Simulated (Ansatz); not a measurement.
Level of theory: DFT PBE, scalar-relativistic, plane waves, PAW (Ansatz). Settings: cutoff 420 eV, Γ-centred meshes spaced at most about 0.3 Å⁻¹, and about 0.25 Å⁻¹ or finer for metals (2π included), Gaussian smearing. No spin polarisation in the final relaxations.

Temperature and zero-point effects are left out. All come from trial cells, and lower structures may exist.

Problem. Order these relaxed structures of Li₂ZrO₂ by energy, lowest first, with the energy over the lowest of them.
A.

```
CELL_PARAMETERS angstrom
3.28537 0.00000 0.00000
-1.64268 2.84521 0.00000
0.00000 0.00000 18.37781
ATOMIC_POSITIONS crystal
Li 0.00000 0.00000 0.61788
Li 0.00000 0.00000 0.38212
Li 0.00000 0.00000 0.11788
Li 0.00000 0.00000 0.88212
Zr 0.66667 0.33333 0.75000
Zr 0.33333 0.66667 0.25000
O 0.66667 0.33333 0.85842
O 0.33333 0.66667 0.14158
O 0.33333 0.66667 0.35842
O 0.66667 0.33333 0.64158
```

B.

```
CELL_PARAMETERS angstrom
3.07283 0.00000 0.00000
-1.53641 2.66115 0.00000
0.00000 0.00000 5.93199
ATOMIC_POSITIONS crystal
Li 0.66667 0.33333 0.37298
Li 0.33333 0.66667 0.62702
Zr 0.00000 0.00000 0.00000
O 0.33333 0.66667 0.26835
O 0.66667 0.33333 0.73165
```

C.

```
CELL_PARAMETERS angstrom
-1.49108 1.49108 5.09867
1.49108 -1.49108 5.09867
1.49108 1.49108 -5.09867
ATOMIC_POSITIONS crystal
Li 0.75000 0.25000 0.50000
Li 0.25000 0.75000 0.50000
Zr 0.00000 0.00000 0.00000
O 0.62614 0.62614 0.00000
O 0.37386 0.37386 0.00000
```

D.

```
CELL_PARAMETERS angstrom
4.07939 0.00000 0.00000
-2.03969 3.53285 0.00000
0.00000 0.00000 3.75261
ATOMIC_POSITIONS crystal
Li 0.33333 0.66667 0.50000
Li 0.66667 0.33333 0.50000
Zr 0.00000 0.00000 0.00000
O 0.33333 0.66667 0.00000
O 0.66667 0.33333 0.00000
```

Solution. B (0 meV/atom), A (163 meV/atom), C (281 meV/atom), D (474 meV/atom). Forms: B P-3m1; A P6_3/mmc; C I4/mmm; D P6/mmm. Counting O atoms around Li and Zr (those within 1.25 times the shortest such distance or 1.15 times the sum of covalent radii, 1.27 where that leaves under three; a plus sign parts nearer from farther groups): B has Li 3+1, Zr 6; A has Li 3, Zr 2; C has Li 4, Zr 8; D has Li 2, Zr 6.

No dispersion correction is applied, so the spacing and binding between layers, chains or molecules are poorly described (P6_3/mmc), and this can change margins and order among such cells. Cells relaxed within their symmetry can be saddle points. Some candidate types were left out of the draw beforehand, so a known form may be missing.
